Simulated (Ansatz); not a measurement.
A relaxation computed with Ansatz, from input to last step.

```yaml
crystal:
  lattice:
    - [2.9528210148, 2.9379355572, 5.6598196125]
    - [-2.934508184, -2.9544500905, 5.6589204637]
    - [8.771085673, -5.8320279482, 2.8516769089]
  atoms:
    - { symbol: C, position: [0.7931327741, 0.9945749808, 0.4067357514] }
    - { symbol: Ge, position: [0.2126346274, 0.9812028647, 0.5835288694] }
    - { symbol: Ge, position: [0.1004909948, 0.5029829287, 0.8187250926] }
    - { symbol: Ge, position: [0.6156640227, 0.0021053302, 0.7811859742] }
    - { symbol: Ge, position: [0.395263185, 0.0048361372, 0.2029344243] }
    - { symbol: Ge, position: [0.6908965268, 0.500648908, 0.588596054] }
    - { symbol: Ge, position: [0.5102955124, 0.5057420545, 0.9897544838] }
    - { symbol: Ge, position: [0.8970959078, 0.4984502657, 0.2194123551] }
    - { symbol: Ge, position: [0.6032926417, 0.8833903824, 0.5679952575] }
    - { symbol: Ge, position: [0.4816057066, 0.380940739, 0.7942318825] }
    - { symbol: Ge, position: [0.9878211884, 0.8682991247, 0.7874443621] }
    - { symbol: Ge, position: [0.4084229956, 0.8744844191, 0.991673603] }
    - { symbol: Ge, position: [0.7548731584, 0.8805799888, 0.2510279812] }
    - { symbol: Ge, position: [0.7020190956, 0.3140564719, 0.4010280529] }
    - { symbol: Ge, position: [0.1209887653, 0.9010413985, 0.3920360719] }
    - { symbol: Ge, position: [0.8608920962, 0.4082234574, 0.017033285] }
    - { symbol: Ge, position: [0.2821479828, 0.3744308052, 0.179610571] }
    - { symbol: Sn, position: [0.3107356036, 0.5018128657, 0.3880155304] }
    - { symbol: Sn, position: [0.0650701088, 0.3677003434, 0.6146960227] }
    - { symbol: Pb, position: [0.9913133607, 0.0042053138, 0.0149806964] }
  symmetry: { detect: false }
basis:
  ecutwfc: 420
kpoints:
  mp_grid: { grid: [3, 3, 2] }
hamiltonian:
  xc: pbe
scf:
  occupations: { method: gaussian, width: 0.1 }
  lower_state_search: "off"
output:
  forces: true
  stress: true
  eigenvalues: true
relax:
  adjacent_minimum: "off"
  f_tol: 0.04
  max_steps: 25
  cell: { stress_tol: 0.3 }
```

```bash
ansatz run input.yaml --threads 4 --pin off --max-ram 9216MiB --backend cpu --events-out ev --progress --plain --runs-dir out
```

Computed with DFT PBE, scalar-relativistic, plane waves, PAW (Ansatz).

Of 6 frames 5 are shown, positions in Å and forces in eV/Å; the SCF threshold varies from step to step. Steps run on the plane waves of an earlier cell, with a Pulay correction in the pressure. The basis is chosen afresh for the last frame, the zero of the energies, and at times for earlier ones too; energy and pressure can step there, also at an unchanged geometry. Where two frames share a geometry here, they differ by under 2 meV/atom and 0.3 GPa.

```xyz
20
Lattice="2.9528 2.9379 5.6598 -2.9345 -2.9545 5.6589 8.7711 -5.8320 2.8517" Properties=species:S:1:pos:R:3:forces:R:3 pbc="T T T" step=1 free_energy_over_end_meV_per_atom=2.83 pressure_GPa=0.07
C     2.9909   -2.9803   11.2771   -0.0339    0.0665    0.1809
Ge    2.8667   -5.6774    8.4201    0.0280    0.1147    0.0302
Ge    6.0018   -5.9656    5.7498   -0.0693   -0.0060    0.0483
Ge    8.6636   -2.7533    5.7242    0.0568    0.0002   -0.0721
Ge    2.9329   -0.0365    2.8432    0.0534    0.0663    0.0312
Ge    5.7336   -2.8820    8.4220   -0.0720   -0.0746    0.0536
Ge    8.7039   -5.7672    8.5726   -0.0672   -0.0402    0.0732
Ge    3.1107   -0.1167    8.5238   -0.0836   -0.0465    0.0660
Ge    4.1710   -4.1501   10.0333   -0.0107   -0.0856   -0.1059
Ge    7.2705   -4.3425    7.1464    0.0245    0.0686   -0.0253
Ge    7.2756   -4.2556   12.7501   -0.0438   -0.0639    0.0539
Ge    7.3379   -7.1672   10.0882    0.0346    0.0033    0.0595
Ge    1.8467   -1.8479    9.9714   -0.0448   -0.0010   -0.0448
Ge    4.6688   -1.2042    6.8941    0.1150    0.0881   -0.1466
Ge    1.1517   -4.5930    6.9017   -0.0323   -0.1459   -0.0826
Ge    1.4935    1.2238    7.2312    0.0004    0.0031   -0.0303
Ge    1.3097   -1.3248    4.2280    0.1115   -0.0183   -0.1142
Sn    2.8483   -2.8326    5.7049   -0.0381   -0.0121    0.1474
Sn    4.5047   -4.4801    4.2020    0.0285    0.0380   -0.0594
Pb    3.0462    2.8126    5.6772    0.0432    0.0454   -0.0630
20
Lattice="2.8946 2.8805 5.7758 -2.8756 -2.8915 5.7716 8.7532 -5.8678 2.9070" Properties=species:S:1:pos:R:3:forces:R:3 pbc="T T T" step=2 free_energy_over_end_meV_per_atom=0.80 pressure_GPa=0.00
C     2.9942   -2.9816   11.5026   -0.0226    0.0513    0.1495
Ge    2.9047   -5.6290    8.5808   -0.0090   -0.0244    0.0290
Ge    5.9897   -5.9683    5.8619   -0.0491    0.0386   -0.0006
Ge    8.6228   -2.8239    5.8013    0.0042    0.0218    0.0951
Ge    2.9406   -0.0603    2.8880   -0.0342   -0.0036    0.0795
Ge    5.6949   -2.9286    8.5835    0.0534    0.0541    0.0491
Ge    8.6921   -5.8100    8.7265   -0.0045    0.0260   -0.0228
Ge    3.0655   -0.1448    8.6828    0.0180    0.0316    0.0601
Ge    4.1653   -4.1565   10.2447    0.0444   -0.0494   -0.0795
Ge    7.2554   -4.3688    7.2957   -0.0020   -0.0215   -0.0680
Ge    7.2321   -4.2946   13.0293    0.0064   -0.0174   -0.0854
Ge    7.3708   -7.1786   10.3051   -0.0010   -0.0132    0.0012
Ge    1.8549   -1.8499   10.1894   -0.0283    0.0128   -0.0720
Ge    4.6426   -1.2327    7.0488    0.0304    0.0149   -0.0502
Ge    1.1874   -4.5790    7.0527   -0.0570   -0.0724   -0.0494
Ge    1.4606    1.2171    7.3771    0.0544    0.0427   -0.0408
Ge    1.3344   -1.3259    4.3049    0.0400   -0.0426    0.0113
Sn    2.8336   -2.8301    5.8576    0.1017   -0.0416   -0.2312
Sn    4.5036   -4.4705    4.2843   -0.1010    0.0410    0.1317
Pb    3.0106    2.7754    5.7577   -0.0442   -0.0486    0.0934
20
Lattice="2.9129 2.8976 5.7458 -2.8892 -2.9072 5.7385 8.7612 -5.8593 2.8940" Properties=species:S:1:pos:R:3:forces:R:3 pbc="T T T" step=3 free_energy_over_end_meV_per_atom=0.10 pressure_GPa=0.03
C     2.9979   -2.9772   11.4398   -0.0134    0.0314    0.1219
Ge    2.8957   -5.6434    8.5386    0.0036   -0.0043   -0.0060
Ge    5.9895   -5.9659    5.8335   -0.0221    0.0077    0.0012
Ge    8.6393   -2.8031    5.7854    0.0045    0.0042   -0.0010
Ge    2.9445   -0.0543    2.8803   -0.0024    0.0056    0.0052
Ge    5.7122   -2.9109    8.5434    0.0138    0.0090    0.0119
Ge    8.7010   -5.7971    8.6853   -0.0052   -0.0026   -0.0151
Ge    3.0818   -0.1334    8.6423   -0.0060    0.0071    0.0120
Ge    4.1710   -4.1562   10.1826    0.0280   -0.0321   -0.0474
Ge    7.2625   -4.3602    7.2526    0.0022   -0.0067   -0.0084
Ge    7.2479   -4.2865   12.9557    0.0111   -0.0206    0.0216
Ge    7.3727   -7.1743   10.2527    0.0040   -0.0036    0.0172
Ge    1.8550   -1.8459   10.1267   -0.0251    0.0173   -0.0086
Ge    4.6544   -1.2230    7.0021    0.0095    0.0100   -0.0470
Ge    1.1814   -4.5870    7.0057   -0.0198   -0.0244   -0.0452
Ge    1.4721    1.2245    7.3379   -0.0025    0.0013    0.0094
Ge    1.3357   -1.3273    4.2829    0.0126   -0.0080   -0.0074
Sn    2.8507   -2.8380    5.7976   -0.0591    0.0589    0.0650
Sn    4.4987   -4.4687    4.2724    0.0552   -0.0613   -0.0522
Pb    3.0226    2.7872    5.7499    0.0110    0.0112   -0.0272
20
Lattice="2.9157 2.8965 5.7445 -2.8854 -2.9065 5.7340 8.7748 -5.8711 2.8978" Properties=species:S:1:pos:R:3:forces:R:3 pbc="T T T" step=4 free_energy_over_end_meV_per_atom=0.10 pressure_GPa=-0.02
C     3.0055   -2.9758   11.4636    0.0220   -0.0213   -0.1312
Ge    2.9067   -5.6519    8.5305    0.0090    0.0206    0.0420
Ge    5.9968   -5.9787    5.8323   -0.0024   -0.0060    0.0055
Ge    8.6548   -2.8169    5.7808   -0.0237    0.0201    0.0009
Ge    2.9516   -0.0589    2.8803    0.0246    0.0049    0.0156
Ge    5.7296   -2.9161    8.5376   -0.0191   -0.0099    0.0380
Ge    8.7189   -5.8078    8.6792    0.0011   -0.0063    0.0110
Ge    3.0870   -0.1344    8.6399   -0.0089   -0.0302    0.0147
Ge    4.1814   -4.1598   10.1791    0.0156   -0.0107   -0.0124
Ge    7.2758   -4.3742    7.2464    0.0004    0.0059   -0.0014
Ge    7.2613   -4.3019   12.9553    0.0118   -0.0051    0.0010
Ge    7.3989   -7.1881   10.2532   -0.0006    0.0092   -0.0006
Ge    1.8633   -1.8493   10.1313   -0.0154    0.0206   -0.0033
Ge    4.6615   -1.2296    7.0012   -0.0069    0.0158    0.0350
Ge    1.1931   -4.5918    7.0016   -0.0234    0.0022    0.0308
Ge    1.4760    1.2242    7.3338   -0.0053    0.0047   -0.0048
Ge    1.3417   -1.3305    4.2776   -0.0008    0.0070    0.0050
Sn    2.8533   -2.8361    5.7999    0.0011   -0.0031   -0.0190
Sn    4.5110   -4.4784    4.2721    0.0003    0.0032   -0.0199
Pb    3.0258    2.7929    5.7471    0.0208   -0.0215   -0.0069
20
Lattice="2.9095 2.8992 5.7435 -2.8919 -2.9057 5.7378 8.7614 -5.8613 2.8869" Properties=species:S:1:pos:R:3:forces:R:3 pbc="T T T" step=6 free_energy_over_end_meV_per_atom=0.00 pressure_GPa=0.01
C     2.9924   -2.9755   11.4434   -0.0092    0.0176   -0.0025
Ge    2.8928   -5.6424    8.5313   -0.0032   -0.0071   -0.0164
Ge    5.9815   -5.9704    5.8303    0.0027    0.0050   -0.0094
Ge    8.6371   -2.8032    5.7770    0.0094   -0.0094    0.0023
Ge    2.9476   -0.0554    2.8797   -0.0200   -0.0013   -0.0109
Ge    5.7105   -2.9079    8.5370    0.0111    0.0089   -0.0192
Ge    8.6978   -5.7980    8.6746    0.0008    0.0087   -0.0125
Ge    3.0752   -0.1327    8.6393    0.0026    0.0212   -0.0083
Ge    4.1706   -4.1561   10.1691   -0.0145    0.0088    0.0232
Ge    7.2578   -4.3614    7.2417   -0.0018   -0.0029    0.0048
Ge    7.2424   -4.2912   12.9537   -0.0037   -0.0032    0.0030
Ge    7.3731   -7.1731   10.2484    0.0038    0.0005    0.0064
Ge    1.8484   -1.8429   10.1230    0.0153   -0.0119    0.0191
Ge    4.6494   -1.2192    6.9951    0.0014   -0.0185   -0.0030
Ge    1.1747   -4.5881    6.9986    0.0159   -0.0072   -0.0050
Ge    1.4669    1.2300    7.3353    0.0010   -0.0047    0.0040
Ge    1.3335   -1.3253    4.2772   -0.0013   -0.0055    0.0053
Sn    2.8427   -2.8343    5.7966    0.0011    0.0005    0.0073
Sn    4.5021   -4.4708    4.2641   -0.0044   -0.0017    0.0093
Pb    3.0264    2.7896    5.7483   -0.0068    0.0022    0.0025
```

The run took 4.8 min on 4 threads of Intel(R) Xeon(R) Processor @ 2.50GHz (Skylake/Cascade Lake), on a shared host, peak memory 2.1 GiB.

The k mesh is coarse. Spin–orbit coupling is left out, which can shift energies with elements as heavy as these.